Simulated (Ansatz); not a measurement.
Rh: structures and their energies

30 relaxations of Rh ended in 15 distinct structures; the lowest 14 are listed. Method: r2SCAN (plane waves to 500 eV, PAW, scalar-relativistic; Ansatz, a quantum-chemistry and plane-wave program).

| # | space group | Pearson | type | E − E(lowest) (eV/atom) | V (Å³/atom) | coordination | runs ending here |
|---|---|---|---|---|---|---|---|
| 1 | Fm-3m | cF4 | fcc (Cu type) | 0.00 | 13.72 | Rh 12 (cuboctahedral) | 8 |
| 2 | P6₃/mmc | hP4 | AFLOW prototype A_hP4_194_ac (A3', as in La) | 0.02 | 13.74 | – | 2 |
| 3 | P6₃/mmc | hP2 | hcp (Mg type) | 0.05 | 13.77 | Rh 12 (anticuboctahedral) | 3 |
| 4 | I-43d | cI16 | AFLOW prototype A_cI16_220_c (as in Li) | 0.15 | 14.00 | – | 1 |
| 5 | P6/mmm | hP3 | – | 0.24 | 14.09 | – | 2 |
| 6 | Pa-3 | cP8 | – | 0.25 | 14.26 | – | 1 |
| 7 | P4₃2₁2 | tP12 | – | 0.31 | 14.56 | – | 1 |
| 8 | Pm-3n | cP8 | – | 0.31 | 14.19 | – | 1 |
| 9 | I4/mmm | tI4 | – | 0.35 | 15.08 | – | 2 |
| 10 | Im-3m | cI2 | bcc (W type) | 0.37 | 14.11 | Rh 8 (cubic)+6 | 3 |
| 11 | R-3m | hR3 | – | 0.56 | 16.24 | – | 1 |
| 12 | Pm-3m | cP3 | – | 0.68 | 16.27 | – | 1 |
| 13 | Ia-3d | cI16 | – | 0.77 | 17.29 | – | 1 |
| 14 | Pm-3m | cP1 | simple cubic type | 0.80 | 15.86 | Rh 6 (octahedral) | 2 |

Coordination numbers (neighbours up to the widest gap in distance over summed covalent radii, below 1.35; n+m marks a second, longer set). All are gapless at this level. Fm-3m, cF4, fcc (Cu type) is the lowest among the structures calculated here.

```cif
data_Rh4
_chemical_formula_sum 'Rh4'
_space_group_name_H-M_alt 'Fm-3m'
_space_group_IT_number 225
_space_group_name_Hall '-F 4 2 3'
_cell_length_a 3.80012
_cell_length_b 3.80012
_cell_length_c 3.80012
_cell_angle_alpha 90.000
_cell_angle_beta 90.000
_cell_angle_gamma 90.000
loop_
_atom_site_label
_atom_site_type_symbol
_atom_site_symmetry_multiplicity
_atom_site_Wyckoff_symbol
_atom_site_fract_x
_atom_site_fract_y
_atom_site_fract_z
_atom_site_occupancy
Rh1 Rh 4 a 0.00000 0.00000 0.00000 1
```
(The calculation used a cell of 1 atom; values per cell refer to that cell.)

Probably no minimum, since a slightly shaken restart fell lower: Pm-3m, cP1, simple cubic type (by 0.45 eV/atom, to I4/mmm). Each run could gain symmetry but not lose that of its start, so entries can be saddle points. From databases, or of a type measured for this composition: Fm-3m, cF4, fcc (Cu type); the others are generated cells (placed on structure types, drawn at random, substituted or restacked) that were not matched to a known phase here. Energies are at zero temperature and pressure, without zero-point motion. The runs use different k-meshes, so differences are rounded accordingly. No spin polarisation in the result.
